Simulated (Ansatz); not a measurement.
Method: DFT PBE, scalar-relativistic, plane waves, PAW, and for the lanthanide a 4f-in-core norm-conserving potential, in Ansatz. All cells share a 690 eV cutoff and Γ-centred k meshes spaced about 0.3 Å⁻¹ or finer (0.25 for metals, 2π included). No spin polarisation.

These are static total energies at zero pressure.

Two forms of TmI4 were relaxed alike.

A.

```yaml
crystal:
  lattice:
    - [6.47544, 0.00000, 0.00000]
    - [0.00000, 6.47544, 0.00000]
    - [0.00000, 0.00000, 6.47544]
  atoms:
    - { symbol: Tm, position: [0.00000, 0.00000, 0.00000] }
    - { symbol: I, position: [0.25314, 0.25314, 0.25314] }
    - { symbol: I, position: [0.74686, 0.74686, 0.25314] }
    - { symbol: I, position: [0.25314, 0.74686, 0.74686] }
    - { symbol: I, position: [0.74686, 0.25314, 0.74686] }
```

B.

```yaml
crystal:
  lattice:
    - [0.00000, 7.33580, 7.33580]
    - [7.33580, 0.00000, 7.33580]
    - [7.33580, 7.33580, 0.00000]
  atoms:
    - { symbol: Tm, position: [0.25000, 0.25000, 0.25000] }
    - { symbol: Tm, position: [0.75000, 0.75000, 0.75000] }
    - { symbol: I, position: [0.63833, 0.63833, 0.63833] }
    - { symbol: I, position: [0.63833, 0.63833, 0.08500] }
    - { symbol: I, position: [0.63833, 0.08500, 0.63833] }
    - { symbol: I, position: [0.08500, 0.63833, 0.63833] }
    - { symbol: I, position: [0.36167, 0.36167, 0.91500] }
    - { symbol: I, position: [0.36167, 0.36167, 0.36167] }
    - { symbol: I, position: [0.36167, 0.91500, 0.36167] }
    - { symbol: I, position: [0.91500, 0.36167, 0.36167] }
```

Question: Which is lower in energy, and by how much?

Answer: B is lower, by 18 meV/atom. A has space group P-43m (No. 215), 54.3 Å³/atom and no gap on its mesh; B has space group Fm-3m (No. 225), 79.0 Å³/atom and no gap. Counting I atoms around Tm (those within 1.25 times the shortest such distance or 1.15 times the sum of covalent radii, 1.27 where that leaves under three), A and B both have Tm 4. Both come from trial cells of a structure search, whose lowest cell (Cmmm, 48.6 Å³/atom) lies 137 meV/atom below the lower of the two.

For metals, differences of a few meV/atom aren't resolved. No dispersion correction is applied, so the spacing and binding between layers, chains or molecules are poorly described (P-43m, Fm-3m), and this can change margins and order among such cells. These runs have no spin–orbit coupling, which can matter for I. In P-43m an odd number of valence electrons (the lanthanide is held trivalent, its 4f shell in the core) allows no gap without spin; another valence of the lanthanide, a larger cell or a magnetic state could open one. Cells relaxed within their symmetry can be saddle points. Some structure types and database cells were kept out of the candidates from the start, so a known form may be missing.

The lanthanide is trivalent by construction, without f bands, f moments or other valences.
